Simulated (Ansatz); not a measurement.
P2W in space group C2/m (No. 12; P on 4i, P on 4i, W on 4i) under volume change, plane-wave PAW PBEsol (Ansatz code), shape and atoms relaxed at each volume.

```csv
V (Å³/atom),E − E(relaxed) (meV/atom),P (GPa)
13.125,88.2,23.69
13.558,37.0,14.49
13.991,8.7,6.66
14.423,0.0,0.00
14.856,7.8,-5.64
15.289,29.7,-10.41
15.721,63.4,-14.45
```

Task: What does a third-order Birch–Murnaghan fit give for V₀, B₀ and B′?

Result: V₀ = 14.42 Å³/atom, B₀ = 203 GPa, B′ = 4.5.

The workflow started from a Materials Project entry (that database holds measured and hypothetical structures alike); the Crystallography Open Database files this formula in space group No. 12, but the cells were not matched. Whether it is the stable phase at ambient conditions was not checked. The cell was relaxed with PBEsol under the symmetry of its start; whether a distortion lowers the energy is not shown. No spin polarisation was allowed. Scalar-relativistic: spin–orbit coupling is off unless named, which matters more the heavier the elements.

Potentials: the earlier of the program's two PAW sets. The files were generated under PBE; for other functionals the program regenerates the frozen cores, and for LDA and PBEsol the local potential too.
